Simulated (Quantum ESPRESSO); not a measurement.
**Solid-state NMR card for TlBr**

```
CELL_PARAMETERS angstrom
      3.97000     0.00000     0.00000
      0.00000     3.97000     0.00000
      0.00000     0.00000     3.97000
ATOMIC_POSITIONS crystal
  Tl 0.00000 0.00000 0.00000
  Br 0.50000 0.50000 0.50000
```
The cell was made here from an entry of the Crystallography Open Database (unchecked): atoms relaxed with PBE in the measured cell (PBE without dispersion, pw.x of a modified build of Quantum ESPRESSO, symmetry kept).  Stability against distortions was not tested.

These are absolute shieldings with no macroscopic susceptibility term; δ = σ_ref − σ needs a reference computed alike. By our sweeps, such settings leave a few ppm in absolute σ on light atoms and up to some 20 ppm from Zn on. No spin–orbit coupling; Tl is the heaviest element present. No d partial waves on Br: the paramagnetic term there is incompletely reconstructed.

Shieldings of H and of elements past Ba are not listed.

### Question
What do the calculations give at each independent site (shieldings by PBE GIPAW on JTH datasets (Quantum ESPRESSO), 20 Ha, k-mesh 9×9×9 shifted, f-sum rule met within 0.004 %)?

### Answer
```
site         site symmetry  σ_iso (ppm)
-----------  -------------  -----------
Tl (atom 1)           m-3m            –
Br (atom 2)           m-3m         1843
```
